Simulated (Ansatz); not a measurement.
BaTiO3:
```cif
data_BaO3Ti
_chemical_formula_sum 'Ti1 Ba1 O3'
_space_group_name_H-M_alt 'P4mm'
_space_group_IT_number 99
_space_group_name_Hall 'P 4 -2'
_cell_length_a 3.97187
_cell_length_b 3.97187
_cell_length_c 4.11405
_cell_angle_alpha 90.000
_cell_angle_beta 90.000
_cell_angle_gamma 90.000
loop_
_atom_site_label
_atom_site_type_symbol
_atom_site_symmetry_multiplicity
_atom_site_Wyckoff_symbol
_atom_site_fract_x
_atom_site_fract_y
_atom_site_fract_z
_atom_site_occupancy
Ti1 Ti 1 b 0.50000 0.50000 0.45242 1
Ba1 Ba 1 a 0.00000 0.00000 0.93434 1
O1 O 1 b 0.50000 0.50000 0.89508 1
O2 O 2 c 0.00000 0.50000 0.41208 1
```

Relaxed with r²SCAN.

**Question.** Tabulate the valence density and the electron localisation function along the shortest Ti–O contact (1.82 Å), plane-wave PAW r²SCAN (Ansatz code).

**Answer.** 

| distance from Ti (Å) | density (e/Å³) | ELF |
|---|---|---|
| 0.18 | 9.62 | 0.07 |
| 0.27 | 8.91 | 0.23 |
| 0.36 | 7.72 | 0.43 |
| 0.46 | 6.14 | 0.56 |
| 0.55 | 4.44 | 0.60 |
| 0.64 | 2.94 | 0.52 |
| 0.73 | 1.85 | 0.38 |
| 0.82 | 1.23 | 0.26 |
| 0.91 | 1.02 | 0.26 |
| 1.00 | 1.10 | 0.41 |
| 1.09 | 1.39 | 0.64 |
| 1.18 | 1.90 | 0.76 |
| 1.27 | 2.72 | 0.79 |
| 1.37 | 3.81 | 0.76 |
| 1.46 | 5.03 | 0.68 |
| 1.55 | 6.14 | 0.54 |
| 1.64 | 6.97 | 0.38 |

The density is the valence pseudo-density with augmentation charge, so density and ELF within about 1 Å of a nucleus are not all-electron values.

The r²SCAN relaxation kept the symmetry of its start. At this level the phase is dynamically unstable (imaginary phonons). The run is not spin-polarised. Scalar-relativistic: spin–orbit coupling is off unless named, which matters more the heavier the elements.

Potentials: the later of the program's two PAW sets.
